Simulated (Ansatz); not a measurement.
A relaxation computed with Ansatz, from input to last step.

```yaml
crystal:
  lattice:
    - [2.4399845076, 0.0, 0.0]
    - [-1.2199922538, 2.1130885684, 0.0]
    - [0.0, 0.0, 20.3979376863]
  atoms:
    - { symbol: C, position: [0.6666666667, 0.3333333333, 0.9519899859] }
    - { symbol: C, position: [0.6666666667, 0.3333333333, 0.4520101788] }
    - { symbol: C, position: [0.6666666667, 0.3333333333, 0.7793231513] }
    - { symbol: C, position: [0.6666666667, 0.3333333333, 0.2793433441] }
    - { symbol: C, position: [0.0, 0.0, 0.615666665] }
    - { symbol: C, position: [0.3333333333, 0.6666666667, 0.2793231513] }
    - { symbol: C, position: [0.0, 0.0, 0.115666665] }
    - { symbol: C, position: [0.6666666667, 0.3333333333, 0.615666665] }
    - { symbol: C, position: [0.3333333333, 0.6666666667, 0.7793433441] }
    - { symbol: C, position: [0.3333333333, 0.6666666667, 0.115666665] }
    - { symbol: C, position: [0.3333333333, 0.6666666667, 0.4519899859] }
    - { symbol: C, position: [0.3333333333, 0.6666666667, 0.9520101788] }
basis:
  ecutwfc: 420
kpoints:
  mp_grid: { grid: [18, 18, 2] }
hamiltonian:
  xc: pbe
  dispersion: d3bj
scf:
  occupations: { method: gaussian, width: 0.1 }
output:
  forces: true
  stress: true
  eigenvalues: true
relax:
  adjacent_minimum: "off"
  f_tol: 0.01
  max_steps: 30
  cell: { stress_tol: 0.1, fix: [volume] }
```

```bash
ansatz run input.yaml --threads 2 --pin off --max-ram 5120MiB --backend cpu --events-out ev --progress --plain --runs-dir out
```

All numbers below come from DFT PBE+D3(BJ), scalar-relativistic, plane waves, PAW in Ansatz.

The volume is held at 0.97 times that of the relaxed cell.

Of 8 frames 7 are shown, positions in Å and forces in eV/Å; the SCF threshold varies from step to step. Steps run on the plane waves of an earlier cell, with a Pulay correction in the pressure. The basis is chosen afresh for the last frame, the zero of the energies, and at times for earlier ones too; energy and pressure step there, also at an unchanged geometry. The mark taken_back stands on steps that the optimiser undid.

```xyz
12
Lattice="2.4400 0.0000 0.0000 -1.2200 2.1131 0.0000 0.0000 0.0000 20.3979" Properties=species:S:1:pos:R:3:forces:R:3 pbc="T T T" step=1 free_energy_over_end_meV_per_atom=6.83 pressure_GPa=9.31
C     1.2200    0.7044   19.4186    0.0000    0.0000   -0.0012
C     1.2200    0.7044    9.2201    0.0000    0.0000   -0.0006
C     1.2200    0.7044   15.8966    0.0000    0.0000    0.0006
C     1.2200    0.7044    5.6980    0.0000    0.0000    0.0012
C     0.0000    0.0000   12.5583    0.0000    0.0000    0.0000
C     0.0000    1.4087    5.6976    0.0000    0.0000    0.0006
C     0.0000    0.0000    2.3594    0.0000    0.0000    0.0000
C     1.2200    0.7044   12.5583    0.0000    0.0000    0.0000
C     0.0000    1.4087   15.8970    0.0000    0.0000    0.0012
C     0.0000    1.4087    2.3594    0.0000    0.0000    0.0000
C     0.0000    1.4087    9.2197    0.0000    0.0000   -0.0012
C     0.0000    1.4087   19.4190    0.0000    0.0000   -0.0006
12
Lattice="2.4571 0.0000 0.0000 -1.2286 2.1279 0.0000 0.0000 0.0000 20.1143" Properties=species:S:1:pos:R:3:forces:R:3 pbc="T T T" step=2 free_energy_over_end_meV_per_atom=0.38 pressure_GPa=3.04
C     1.2286    0.7093   19.1400    0.0000    0.0000    0.0032
C     1.2286    0.7093    9.0833    0.0000    0.0000    0.0068
C     1.2286    0.7093   15.6842    0.0000    0.0000   -0.0068
C     1.2286    0.7093    5.6274    0.0000    0.0000   -0.0032
C     0.0000    0.0000   12.3837    0.0000    0.0000    0.0000
C     0.0000    1.4186    5.6270    0.0000    0.0000   -0.0068
C     0.0000    0.0000    2.3266    0.0000    0.0000    0.0000
C     1.2286    0.7093   12.3837    0.0000    0.0000    0.0000
C     0.0000    1.4186   15.6846    0.0000    0.0000   -0.0032
C     0.0000    1.4186    2.3266    0.0000    0.0000    0.0000
C     0.0000    1.4186    9.0829    0.0000    0.0000    0.0032
C     0.0000    1.4186   19.1404    0.0000    0.0000    0.0068
12
Lattice="2.4628 0.0000 0.0000 -1.2314 2.1328 0.0000 0.0000 0.0000 20.0225" Properties=species:S:1:pos:R:3:forces:R:3 pbc="T T T" step=3 free_energy_over_end_meV_per_atom=0.61 pressure_GPa=1.12 taken_back
C     1.2314    0.7109   19.1145    0.0000    0.0000   -0.0357
C     1.2314    0.7109    9.1038    0.0000    0.0000   -0.0321
C     1.2314    0.7109   15.5506    0.0000    0.0000    0.0321
C     1.2314    0.7109    5.5399    0.0000    0.0000    0.0357
C     0.0000    0.0000   12.3272    0.0000    0.0000    0.0000
C     0.0000    1.4219    5.5393    0.0000    0.0000    0.0321
C     0.0000    0.0000    2.3159    0.0000    0.0000    0.0000
C     1.2314    0.7109   12.3272    0.0000    0.0000    0.0000
C     0.0000    1.4219   15.5512    0.0000    0.0000    0.0357
C     0.0000    1.4219    2.3159    0.0000    0.0000    0.0000
C     0.0000    1.4219    9.1032    0.0000    0.0000   -0.0357
C     0.0000    1.4219   19.1151    0.0000    0.0000   -0.0321
12
Lattice="2.4637 0.0000 0.0000 -1.2319 2.1336 0.0000 0.0000 0.0000 20.0069" Properties=species:S:1:pos:R:3:forces:R:3 pbc="T T T" step=4 free_energy_over_end_meV_per_atom=0.02 pressure_GPa=0.72
C     1.2319    0.7112   19.0365    0.0000    0.0000    0.0070
C     1.2319    0.7112    9.0336    0.0000    0.0000    0.0058
C     1.2319    0.7112   15.6015    0.0000    0.0000   -0.0058
C     1.2319    0.7112    5.5987    0.0000    0.0000   -0.0070
C     0.0000    0.0000   12.3176    0.0000    0.0000    0.0000
C     0.0000    1.4224    5.5981    0.0000    0.0000   -0.0058
C     0.0000    0.0000    2.3141    0.0000    0.0000    0.0000
C     1.2319    0.7112   12.3176    0.0000    0.0000    0.0000
C     0.0000    1.4224   15.6021    0.0000    0.0000   -0.0070
C     0.0000    1.4224    2.3141    0.0000    0.0000    0.0000
C     0.0000    1.4224    9.0331    0.0000    0.0000    0.0070
C     0.0000    1.4224   19.0371    0.0000    0.0000    0.0058
12
Lattice="2.4623 0.0000 0.0000 -1.2312 2.1325 0.0000 0.0000 0.0000 20.0292" Properties=species:S:1:pos:R:3:forces:R:3 pbc="T T T" step=5 free_energy_over_end_meV_per_atom=-0.02 pressure_GPa=1.20
C     1.2312    0.7108   19.0677    0.0000    0.0000   -0.0010
C     1.2312    0.7108    9.0536    0.0000    0.0000   -0.0007
C     1.2312    0.7108   15.6090    0.0000    0.0000    0.0007
C     1.2312    0.7108    5.5949    0.0000    0.0000    0.0010
C     0.0000    0.0000   12.3313    0.0000    0.0000    0.0000
C     0.0000    1.4216    5.5944    0.0000    0.0000    0.0007
C     0.0000    0.0000    2.3167    0.0000    0.0000    0.0000
C     1.2312    0.7108   12.3313    0.0000    0.0000    0.0000
C     0.0000    1.4216   15.6095    0.0000    0.0000    0.0010
C     0.0000    1.4216    2.3167    0.0000    0.0000    0.0000
C     0.0000    1.4216    9.0531    0.0000    0.0000   -0.0010
C     0.0000    1.4216   19.0682    0.0000    0.0000   -0.0007
12
Lattice="2.4623 0.0000 0.0000 -1.2312 2.1325 0.0000 0.0000 0.0000 20.0292" Properties=species:S:1:pos:R:3:forces:R:3 pbc="T T T" step=6 free_energy_over_end_meV_per_atom=0.00 pressure_GPa=1.19
C     1.2312    0.7108   19.0677    0.0000    0.0000   -0.0005
C     1.2312    0.7108    9.0536    0.0000    0.0000   -0.0004
C     1.2312    0.7108   15.6090    0.0000    0.0000    0.0004
C     1.2312    0.7108    5.5949    0.0000    0.0000    0.0005
C     0.0000    0.0000   12.3313    0.0000    0.0000    0.0000
C     0.0000    1.4216    5.5944    0.0000    0.0000    0.0004
C     0.0000    0.0000    2.3167    0.0000    0.0000    0.0000
C     1.2312    0.7108   12.3313    0.0000    0.0000    0.0000
C     0.0000    1.4216   15.6095    0.0000    0.0000    0.0005
C     0.0000    1.4216    2.3167    0.0000    0.0000    0.0000
C     0.0000    1.4216    9.0531    0.0000    0.0000   -0.0005
C     0.0000    1.4216   19.0682    0.0000    0.0000   -0.0004
12
Lattice="2.4627 0.0000 0.0000 -1.2313 2.1327 0.0000 0.0000 0.0000 20.0242" Properties=species:S:1:pos:R:3:forces:R:3 pbc="T T T" step=8 free_energy_over_end_meV_per_atom=0.00 pressure_GPa=1.09
C     1.2313    0.7109   19.0623    0.0000    0.0000    0.0000
C     1.2313    0.7109    9.0507    0.0000    0.0000    0.0000
C     1.2313    0.7109   15.6057    0.0000    0.0000    0.0000
C     1.2313    0.7109    5.5942    0.0000    0.0000    0.0000
C     0.0000    0.0000   12.3282    0.0000    0.0000    0.0000
C     0.0000    1.4218    5.5936    0.0000    0.0000    0.0000
C     0.0000    0.0000    2.3161    0.0000    0.0000    0.0000
C     1.2313    0.7109   12.3282    0.0000    0.0000    0.0000
C     0.0000    1.4218   15.6063    0.0000    0.0000    0.0000
C     0.0000    1.4218    2.3161    0.0000    0.0000    0.0000
C     0.0000    1.4218    9.0502    0.0000    0.0000    0.0000
C     0.0000    1.4218   19.0628    0.0000    0.0000    0.0000
```

The run took 76 s on 2 threads of Arm Neoverse V1, with other jobs on the host, peak memory 0.51 GiB.